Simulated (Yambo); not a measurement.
Quantum ESPRESSO input (PBEsol, PseudoDojo standard norm-conserving files, scalar-relativistic) whose wavefunctions are converted with p2y:

```
&CONTROL
  calculation = 'nscf'
  pseudo_dir = './pseudo'
  outdir = './out'
/
&SYSTEM
  ibrav = 0
  nat = 2
  ntyp = 2
  ecutwfc = 44.0
  ecutrho = 176.0
  occupations = 'fixed'
  force_symmorphic = .true.
  nbnd = 151
/
&ELECTRONS
  conv_thr = 2e-09
  diago_full_acc = .true.
  diago_thr_init = 1e-08
/
ATOMIC_SPECIES
Al 26.9815 Al.upf
P 30.9738 P.upf
CELL_PARAMETERS angstrom
  0.000000000000   2.652841157452   2.652841157452
  2.652841157452   0.000000000000   2.652841157452
  2.652841157452   2.652841157452   0.000000000000
ATOMIC_POSITIONS crystal
Al   0.000000000000   0.000000000000   0.000000000000
P   0.250000000000   0.250000000000   0.250000000000
K_POINTS automatic
4 4 4 0 0 0
```

Yambo's initialisation report on symmetry, reciprocal space, the k grid and the gaps on this mesh:

```
  [02.02] Symmetries
  ==================

  Inversion symmetry    : yes
  Spatial inversion     : no
  Inversion index       :  25
  K-space Time-reversal : yes
  Magnetic symmetries   : no
  Time-reversal derived K-space symmetries:   25   48
  Group table correct   : yes
  Symmetries units      :  [cc]

  [02.03] Reciprocal space
  ========================

  nG shells         :  151
  nG charge         :   9841
  nG WFs            :  1655
  nC WFs            :  1245
  G-vecs. in first 15 shells:  [ Number ]
     1    9   15   27   51   59   65   89  113
   137  169  181  229  259  283
  ...
  Shell energy in first 15 shells:  [ mHa ]
    0.00000      589.075      785.434      1570.87      2159.94      2356.30      3141.73      3730.81      3927.17
    4712.60      5301.68      6283.47      6872.54      7068.90      7854.34
  ...

  [02.04] K-grid lattice
  ======================

  Compatible Grid is   : 3D
  Base K vectors       :  K_min[ 1 ]  K_min[ 2 ]  K_min[ 3 ]
  K_min[ 1 ] :  0.250000  0.000000  0.000000 [rlu]
  K_min[ 2 ] :  0.000000  0.000000  0.250000 [rlu]
  K_min[ 3 ] :  0.000000 -0.250000  0.000000 [rlu]
  Grid dimensions      :   4   4   4
  K lattice UC volume  :  0.015382 [a.u.]

  IBZ K-points                                      :   8
  BZ  K-points                                      :   64

  K/Q-points units:
  rlu = crystal or reduced units; cc = cartesian coordinates; iku = interal k-units

  K [1]          [rlu]:  0.000000  0.000000  0.000000
         WF components:  1243
  K [2]          [rlu]:  0.000000  0.000000  0.250000
         WF components:  1245
  K [3]          [rlu]:  0.000000  0.000000 -0.500000
         WF components:  1224
  K [4]          [rlu]:  0.000000  0.250000  0.250000
         WF components:  1243
  K [5]          [rlu]:  0.000000  0.250000 -0.500000
         WF components:  1236
  K [6]          [rlu]:  0.000000  0.250000 -0.250000
         WF components:  1243
  K [7]          [rlu]:  0.000000 -0.500000 -0.500000
         WF components:  1234
  K [8]          [rlu]:  0.250000 -0.500000 -0.250000
         WF components:  1232

  [02.05] Energies & Occupations
  ==============================

  [X] === General ===
  [X] Electronic Temperature                        :  0.000000  0.000000 [eV K]
  [X] Bosonic    Temperature                        :  0.000000  0.000000 [eV K]
  [X] Finite Temperature mode                       : no
  [X] El. density                                   :  0.21425E+24 [cm-3]
  [X] Fermi Level                                   :  5.835345 [eV]

  [X] === Gaps and Widths ===
  [X] Conduction Band Min                           :  1.254140 [eV]
  [X] Valence Band Max                              :  0.000000 [eV]
  [X] Filled Bands                                  :   4
  [X] Empty Bands                                   :    5  151
  [X] Direct Gap                                    :  3.564063 [eV]
  [X] Direct Gap localized at k                     :   7
  [X] Indirect Gap                                  :  1.254140 [eV]
  [X] Indirect Gap between kpts                     :   1   7
  [X] Last valence band width                       :  3.164757 [eV]
  [X] 1st conduction band width                     :  2.973679 [eV]
```
The gaps are PBEsol values on this mesh alone; only operations without fractional translations are kept.

Geometry strained from the cell relaxed with PBEsol, atoms relaxed again.
